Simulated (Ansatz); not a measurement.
**BP: computed property card**

BP:
```
CELL_PARAMETERS angstrom
      3.18293     0.00000     0.00000
     -1.59147     2.75650     0.00000
      0.00000     0.00000     5.27533
ATOMIC_POSITIONS crystal
  B  0.66667 0.33333 0.50030
  B  0.33333 0.66667 0.00030
  P  0.66667 0.33333 0.87470
  P  0.33333 0.66667 0.37470
```

Space group P6_3mc (No. 186), wurtzite; conventional cell a = b = 3.183 Å, c = 5.275 Å, α = β = 90.00°, γ = 120.00°.

Method: DFT-HSE06 in the program Ansatz with PAW potentials. Geometry: relaxed at this level of theory. Other levels are named where they apply.

### Cell and energy

```json
{
 "volume_per_atom": "11.57 Å³",
 "density": "3.00 g/cm³"
}
```

### Electronic structure

```json
{
  "band_gap": "1.68 eV (indirect)",
  "valence_band_maximum": "at Γ",
  "conduction_band_minimum": "at K (2 equivalent valleys)",
  "smallest_direct_gap_on_the_standard_path": "3.62 eV"
}
```

### Mechanics

```json
{
 "Bulk modulus (Birch–Murnaghan fit)": "175 GPa",
 "Pressure derivative B′": "3.7"
}
```

### Charges

```json
{
 "bader_charges": "B +0.65, P -0.65 e"
}
```

The workflow started from a Materials Project entry (that database holds measured and hypothetical structures alike); the Crystallography Open Database copy checked does not list it. It is not the phase usual at ambient conditions (space group No. 216). The cell was relaxed with HSE06 under the symmetry of its start; whether a distortion lowers the energy is not shown. The hybrid was solved on a coarse mesh, the path and, where they were found, the r²SCAN edge points; its band edges are the extreme levels among these.

Potentials: the earlier of the program's two PAW sets.
